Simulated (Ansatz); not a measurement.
A band-structure calculation of Ga2AsN, ordered on the rocksalt lattice (R-3m) with 4 atoms a cell with Ansatz 0.2.0, at the level PBE. Cell and atoms come from a relaxation with r2SCAN.

The input:
```yaml
crystal:
  lattice:
    - [1.646544075, 0.9506326649, 5.9542264604]
    - [-1.646544075, 0.9506326649, 5.9542264604]
    - [0.0, -1.9012653299, 5.9542264604]
  atoms:
    - { symbol: "N", position: [1.0, 0.0, 0.0] }
    - { symbol: As, position: [0.5, 0.5, 0.5] }
    - { symbol: Ga, position: [0.2673231068, 0.2673231068, 0.2673231068] }
    - { symbol: Ga, position: [0.7326768932, 0.7326768932, 0.7326768932] }
kpoints:
  mp_grid: { grid: [10, 10, 10] }
  band_path:
    path:
      - [[0.0, 0.0, 0.0], [0.5, 0.5, 0.5], [0.8163398069383, 0.1836601930617, 0.5]]
      - [[0.5, -0.1836601930617, 0.1836601930617], [0.5, 1.063061923854e-17, -2.470887722216e-17], [0.0, 0.0, 0.0], [0.3418300965309, -0.3418300965309, -1.525950134631e-33]]
      - [[0.6581699034691, -4.941775444432e-17, 0.3418300965309], [0.5, 2.126123847709e-17, 0.5], [0.0, 0.0, 0.0]]
    npoints: 10
hamiltonian:
  xc: pbe
scf:
  occupations: { method: fermi_dirac, width: 0.02 }
  n_extra_bands: 5
output:
  forces: true
  stress: true
  eigenvalues: true
```

Run as `ansatz run input.yaml --threads 2 --pin off --max-ram 2211MiB --backend cpu --events-out ev --progress --plain --runs-dir out`. Wall time 18 s on 2 threads of Intel(R) Xeon(R) Processor @ 2.50GHz (Skylake/Cascade Lake) (shared host), load about 0.9 per core; peak host memory 0.46 GiB.

Abridged output:
```
Pseudopotential: N, paw, valence charge 5, recommended cutoff 420 eV (normal)
Pseudopotential: As, paw, valence charge 15, recommended cutoff 420 eV (normal)
Pseudopotential: Ga, paw, valence charge 13, recommended cutoff 420 eV (normal)
Functional definition: PBE
Crystal: 4 atoms, lattice volume = 55.919 Å³
Basis set: ecut = 420 eV, 1099 PW (Γ), FFT grids on a1−a3, a2−a3, a3
Bands: 28, of which v1, the nominal top of the filled ones, is band 23 counted from 1 (22 counted from 0)
Symmetry: 12 space group operations
Space group: R-3m (ITA 166)
k-points: 116 of 1000
SCF 1 converged in 8 iterations: F = -12805.151185 eV  dr2 = 3.22e-8
SCF converged after 8 iterations
Free energy (F): -12805.151185 eV
Internal energy: -12805.150301 eV  (E = F + TS)
E sigma→0 (E₀):  -12805.150743 eV
Entropy (-TS):   -0.000884 eV (-0.221 meV/atom)
Fermi energy:    12.558243 eV
--- Forces (eV/Å), atoms counted from 1 ---
  atom   1  N       0.00000      0.00000      0.00000
  atom   2  As      0.00000      0.00000      0.00000
  atom   3  Ga      0.00000      0.00000      0.15273
  atom   4  Ga      0.00000      0.00000    -0.15273
--- Stress (GPa, compression-positive) ---
        2.910102       0.000000       0.000000
        0.000000       2.910102       0.000000
        0.000000       0.000000       6.846496
  P = ⅓ Tr σ = 4.2222 GPa (42.222 kbar)
```

Levels along the path, in eV from the valence top (v1 is the last filled band, c1 the first empty one):
```
point  distance (1/Å)     v1     c1
    Γ            0.00   0.00   0.00
    ·            0.11  -0.01  -0.01
    ·            0.21  -0.04  -0.04
    ·            0.32  -0.08  -0.08
    ·            0.42  -0.11  -0.11
    T            0.53  -0.12  -0.12
    ·            0.77  -0.66  -0.28
    ·            1.01  -1.88  -0.03
    ·            1.25  -3.71  -1.16
    ·            1.49  -4.67  -1.98
   H₂            1.73  -4.38  -1.82
   H₀            1.73  -4.38  -1.82
    ·            1.80  -4.55  -1.40
    ·            1.95  -4.95  -0.65
    ·            2.09  -5.29  -0.59
    ·            2.23  -4.17  -0.90
    ·            2.37  -2.88  -1.62
    L            2.44  -2.47  -1.95
    ·            2.55  -2.43  -1.86
    ·            2.77  -2.11  -1.25
    ·            2.99  -1.52  -0.92
    ·            3.22  -1.56  -0.77
    ·            3.44  -0.45  -0.11
    Γ            3.55   0.00   0.00
    ·            3.68  -0.59  -0.17
    ·            3.94  -1.47  -1.42
    ·            4.20  -2.53  -0.21
    ·            4.46  -3.15  -0.02
    ·            4.73  -4.04  -1.35
   S₀            4.86  -4.38  -2.02
   S₂            4.86  -4.38  -2.02
    ·            4.98  -4.24  -2.57
    ·            5.10  -3.78  -3.03
    ·            5.22  -3.45  -3.06
    ·            5.34  -3.30  -2.33
    F            5.46  -3.26  -1.87
    ·            5.69  -3.08  -1.80
    ·            5.92  -1.85  -1.56
    ·            6.15  -1.31  -1.08
    ·            6.38  -1.34  -0.42
    Γ            6.62   0.00   0.00
```

With PBE the bands overlap by 3.15 eV (counted from 1, band 23 peaks at Γ and band 24 bottoms out at S₂–F (0.50 of the way from S₂)): no gap. Edges are sought over the mesh and the listed points. With the atoms held, the mean pressure is +4.22 GPa (compression positive). The largest force is 0.15 eV/Å.

Spin-unpolarised throughout. Whether this structure exists isn't addressed.

Spin-orbit coupling is left out.

Where bands overlap, v1 and c1 are numbered by the electron count and aren't everywhere filled or empty.

Overlapping bands make a metal at that level, for which these meshes are coarse; small forces, stresses and energy differences are uncertain.
